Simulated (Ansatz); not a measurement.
CuPt in space group R-3m (No. 166; Cu on 3a, Pt on 3b) under volume change, DFT-r²SCAN in the program Ansatz with PAW potentials, shape and atoms relaxed at each volume.

| V (Å³/atom) | E − E(relaxed) (meV/atom) | P (GPa) |
|---|---|---|
| 12.383 | 91.0 | 26.25 |
| 12.791 | 37.8 | 15.83 |
| 13.199 | 8.9 | 7.18 |
| 13.607 | 0.0 | 0.00 |
| 14.015 | 7.8 | -5.94 |
| 14.424 | 29.4 | -10.86 |
| 14.832 | 62.4 | -14.90 |

### Question
What does a third-order Birch–Murnaghan fit give for V₀, B₀ and B′?

### Answer
V₀ = 13.61 Å³/atom, B₀ = 217 GPa, B′ = 5.3.

The first step of the workflow began from a Materials Project structure, measured or hypothetical; the Crystallography Open Database copy checked does not list it. With Cu and Pt taken as one species the cell has the higher symmetry Fm-3m, so it may be an ordered model of a mixed-site phase. Whether it is the stable phase at ambient conditions was not checked. The cell was relaxed with r²SCAN under the symmetry of its start; of distortions, only those at the zone centre were tested. The run is not spin-polarised. Spin–orbit coupling is left out wherever it is not named.

Potentials: the later of the program's two PAW sets.
